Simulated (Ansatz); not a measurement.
TaAs (CsCl type, Pm-3m), a = 3.179 Å, b = 3.179 Å, c = 3.179 Å, α = 90.00°, β = 90.00°, γ = 90.00°.

This is the PBEsol-relaxed structure.

### Question
All from plane-wave PAW PBEsol (Ansatz code), unless another level is named. Predict the bulk modulus (Birch–Murnaghan fit).

### Answer
195 GPa.

### Question
Predict the highest zone-centre frequency.

### Answer
165 cm⁻¹.

A made-up cell: these elements were put on the sites of a structure type; neither database checked (COD, Materials Project) lists it. It is not the phase usual at ambient conditions (space group No. 109). The PBEsol relaxation kept the symmetry of its start; of distortions, only those at the zone centre were tested. The run is not spin-polarised. As this level gives no gap, phonon frequencies hold no LO–TO term and depend on the k-mesh and smearing (Fermi–Dirac, 0.1 eV here). Scalar-relativistic: spin–orbit coupling is off unless named, which matters more the heavier the elements.

Potentials: the later of the program's two PAW sets.
